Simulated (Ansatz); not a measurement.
HfW2:
```cif
data_Hf2W4
_chemical_formula_sum 'Hf2 W4'
_space_group_name_H-M_alt 'P 1'
_space_group_IT_number 1
_cell_length_a 5.36406
_cell_length_b 5.36406
_cell_length_c 5.36406
_cell_angle_alpha 60.000
_cell_angle_beta 60.000
_cell_angle_gamma 60.000
loop_
_space_group_symop_operation_xyz
  'x, y, z'
loop_
_atom_site_label
_atom_site_type_symbol
_atom_site_fract_x
_atom_site_fract_y
_atom_site_fract_z
_atom_site_occupancy
Hf1 Hf 0.00000 0.00000 0.00000 1
Hf2 Hf 0.25000 0.25000 0.25000 1
W1 W 0.62500 0.62500 0.62500 1
W2 W 0.12500 0.62500 0.62500 1
W3 W 0.62500 0.62500 0.12500 1
W4 W 0.62500 0.12500 0.62500 1
```

This is the r²SCAN-relaxed structure.

Problem. All from r²SCAN in the plane-wave PAW code Ansatz, unless another level is named. Predict the formation energy from the elements (no fitted shifts).

Solution. -0.17 eV/atom.

Problem. And the density of states at the Fermi level?

Solution. 0.36 states/eV per atom (mean over ±0.08 eV).

Space group Fd-3m (cubic Laves (MgCu2 type)). The workflow started from a Materials Project entry (that database holds measured and hypothetical structures alike); the Crystallography Open Database files this formula in space group No. 227, but the cells were not matched. Its standing as an ambient phase is unchecked. Symmetry was held in the r²SCAN relaxation; its stability against distortions is not shown here. No spin polarisation was allowed. The references are the lowest solids computed at this level, not always the standard phases. Scalar-relativistic: spin–orbit coupling is off unless named, which matters more the heavier the elements.

Potentials: the later of the program's two PAW sets.
